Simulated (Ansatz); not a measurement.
The relaxed structure here is a generated cell of Ru: the first start was made by placing the elements on the sites of a structure type, and the end was not matched to a known phase here, so it may be hypothetical. Known forms of Ru include space group No. 194.

A relaxed cell of Ru (I4/mmm (No. 139)), relaxed on a k-mesh at least as fine as the one used below. All values below come from r2SCAN (plane waves to 500 eV, PAW, scalar-relativistic; Ansatz, a first-principles code). Γ-centred k-mesh 15×15×15 on the run's cell (coarser than for final values), Fermi–Dirac smearing 0.05 eV.

```yaml
crystal:
  lattice:
    - [-3.19952, 3.19952, 2.72857]
    - [0.00000, 0.00000, 2.72857]
    - [1.59976, 1.59976, -1.36429]
  atoms:
    - { symbol: Ru, position: [0.00000, 0.00000, 0.00000] }
    - { symbol: Ru, position: [0.50000, 0.00000, 0.00000] }
```

The atoms are displaced along an unstable phonon of this cell by (Å):

| atom | ux | uy | uz |
|---|---|---|---|
| Ru1 | -0.106 | -0.106 | 0.000 |
| Ru2 | 0.106 | 0.106 | 0.000 |

**Question.** What forces (eV/Å) and pressure result?

**Answer.** 
```
atom     Fx     Fy    Fz
----  -----  -----  ----
Ru1   -1.44  -1.44  0.00
Ru2    1.44   1.44  0.00
```

Pressure -4.0 GPa.

**Question.** Estimate the energy cost of the displacement in the harmonic approximation and compare with the calculation.

**Answer.** For a harmonic well ΔE = −½ Σ F·u = -0.305 eV a cell, or -153 meV/atom. The calculated energy relative to the undisplaced cell is -0.22 eV/atom, so anharmonic terms matter at this amplitude.

The undisplaced cell is probably no minimum: from this displacement the run went on to P6₃/mmc (No. 194), 0.58 eV/atom below it.

No spin polarisation in the result.
